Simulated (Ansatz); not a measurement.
Pd (fcc, Cu type)

```
CELL_PARAMETERS angstrom
      3.87555     0.00000     0.00000
      0.00000     3.87555     0.00000
      0.00000     0.00000     3.87555
ATOMIC_POSITIONS crystal
  Pd 0.00000 0.00000 0.00000
  Pd 0.50000 0.50000 0.00000
  Pd 0.50000 0.00000 0.50000
  Pd 0.00000 0.50000 0.50000
```

In this cell atom 3 (Pd, nearest neighbour Pd at 2.740 Å; its periodic images, 3.9 Å or more away, move with it) is moved by s along Cartesian [111], unit vector (0.577, 0.577, 0.577); all other atoms and the cell stay fixed.

Calculation: PBEsol (plane waves to 420 eV, PAW, scalar-relativistic; Ansatz, a first-principles code). k mesh 10×10×10 (Γ-centred), Fermi-Dirac smearing 0.05 eV. The energy includes the smearing's −TS. With partly filled bands, energies and forces of such displacements shift with the k mesh and the smearing. On this mesh the relaxed cell isn't quite at rest: it carries a pressure of -0.1 GPa (compression positive) at the zero of the scan. Pd is run without spin polarisation. Pd was relaxed with its symmetry unable to fall. The PAW data are Ansatz's earlier set. ΔE is measured from the undisplaced structure. The last digit holds for this mesh only.

| s (Å) | ΔE (meV/cell) |
|---|---|
| -0.270 | 379.2 |
| -0.216 | 240.0 |
| -0.162 | 134.1 |
| -0.108 | 59.4 |
| -0.054 | 14.8 |
| 0.000 | 0.0 |
| 0.054 | 14.8 |
| 0.108 | 59.4 |
| 0.162 | 134.1 |
| 0.216 | 240.0 |
| 0.270 | 379.2 |

Q: What force constant k = d²E/ds² at s = 0 does the table give?

A: 10 eV/Å². It is the second difference of the nearest points, corrected with the next pair.

Q: With k = 10.17 eV/Å² from the forces, is the well harmonic out to s = 0.270 Å?

A: ½ks² = 371 meV/cell against the computed 379 meV/cell, so the well is close to harmonic there.

(A displaced cell: forces are minus the slopes of the energy, force constants its curvatures, and phonons follow from these.)
